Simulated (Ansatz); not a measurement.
# YPb₂IO₄: relaxation (Ansatz)

Run with:

```bash
ansatz run input.yaml --threads 2 --pin off --max-ram 3584MiB --backend cpu --events-out ev --progress --plain --runs-dir out
```

The input file (Ansatz 0.2.0, plane waves):

```yaml
crystal:
  lattice:
    - [3.878055, 0.0, 0.0]
    - [0.0, 3.878055, 0.0]
    - [0.0, 0.0, 9.413069]
  atoms:
    - { symbol: Pb, position: [0.5, 0.5, 0.7374] }
    - { symbol: Pb, position: [0.5, 0.5, 0.2626] }
    - { symbol: "Y", position: [0.0, 0.0, 0.0] }
    - { symbol: I, position: [0.0, 0.0, 0.5] }
    - { symbol: O, position: [0.5, 0.0, 0.852] }
    - { symbol: O, position: [0.0, 0.5, 0.852] }
    - { symbol: O, position: [0.5, 0.0, 0.148] }
    - { symbol: O, position: [0.0, 0.5, 0.148] }
  symmetry: { tolerance: 0.0003 }
kpoints:
  mp_grid: { grid: [8, 8, 4], shift: [0, 0, 0] }
magnetization:
  spin_polarized: false
scf:
  occupations: { method: fermi_dirac, width: 0.1262 }
  lower_state_search: "off"
hamiltonian:
  pseudopotentials: { kind: paw }
  xc: r2scan
basis:
  ecutwfc: 500
  fft_grid_basis: typed
relax:
  max_steps: 40
  f_tol: 0.03
output:
  forces: true
  stress: true
  eigenvalues: true
  bader: true
  populations: true
  elf: true
  write_potential: true
  volumetric_format: npy
  dos:
    e_range: [-12, 8]
    de: 0.05
    projected: { site_lists: { I: [I], O: [O], Pb: [Pb], "Y": ["Y"] } }
checkpoint:
  read: saved_state
```

Origin of the cell: a known structure type with other elements, at an estimated volume, so it need not be a known compound.

The saved state is a converged single point of the same cell.

Steps:

```csv
step,ΔF (meV/atom),max force component (eV/Å),SCF iterations,step was
1,0.0,0.497,6,accepted
2,0.2,0.395,6,rejected
3,-1.3,0.758,7,accepted
4,-5.9,0.050,5,accepted
5,-6.0,0.009,5,accepted
```

The starting structure.

Space group P4/mmm (No. 123); the run's cell has a = 3.878 Å, b = 3.878 Å, c = 9.413 Å, α = 90.00°, β = 90.00°, γ = 90.00°. Shortest distances: O–Pb 2.22 Å, O–Y 2.39 Å, O–O 2.74 Å, I–Pb 3.54 Å.

After:

Space group P4/mmm (No. 123); the run's cell has a = 3.878 Å, b = 3.878 Å, c = 9.413 Å, α = 90.00°, β = 90.00°, γ = 90.00°. Shortest distances: O–Pb 2.23 Å, O–Y 2.36 Å, O–O 2.68 Å, I–Pb 3.56 Å.

```xyz
8
Lattice="3.8781 0.0000 0.0000 0.0000 3.8781 0.0000 0.0000 0.0000 9.4131" Properties=species:S:1:pos:R:3 pbc="T T T"
Pb    1.9390    1.9390    6.9720
Pb    1.9390    1.9390    2.4410
Y     0.0000    0.0000    0.0000
I     0.0000    0.0000    4.7065
O     1.9390    0.0000    8.0725
O     0.0000    1.9390    8.0725
O     1.9390    0.0000    1.3405
O     0.0000    1.9390    1.3405
```

| Property | Result |
| --- | --- |
| Free energy lowered by | 6.0 meV/atom |
| Final pressure | 3.41 GPa |
| Relaxation steps listed | 5 |

Caveats: no spin, though holes on the anions or broken bonds may carry moments; no spin-orbit coupling, though heavy elements are present; the SCF threshold is looser than advised for a stress; the relaxation held the start's symmetry, so the end may be a saddle point.

Time: 3 min on 2 threads of AMD EPYC 7R43 64-Core Processor (Zen 3), with other jobs on the host, peak memory 1.1 GiB, from a saved density.
